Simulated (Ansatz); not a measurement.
Consider the following.

AlNi:
```
CELL_PARAMETERS angstrom
      2.89283     0.00000     0.00000
      0.00000     2.89283     0.00000
      0.00000     0.00000     2.89283
ATOMIC_POSITIONS crystal
  Al 0.50000 0.50000 0.50000
  Ni 0.00000 0.00000 0.00000
```

This is the PBE-relaxed structure.

**Question.** All from plane-wave PAW PBE (Ansatz code), unless another level is named. Predict the formation energy from the elements (no fitted shifts).

**Answer.** -63 kJ/mol-atom.

**Question.** Predict the density of states at the Fermi level.

**Answer.** 0.43 states/eV per atom (mean over ±0.08 eV).

Space group Pm-3m (CsCl type). The PBE relaxation kept the symmetry of its start. No spin polarisation was allowed. The references are the lowest solids computed at this level, not always the standard phases.

Potentials: the earlier of the program's two PAW sets.
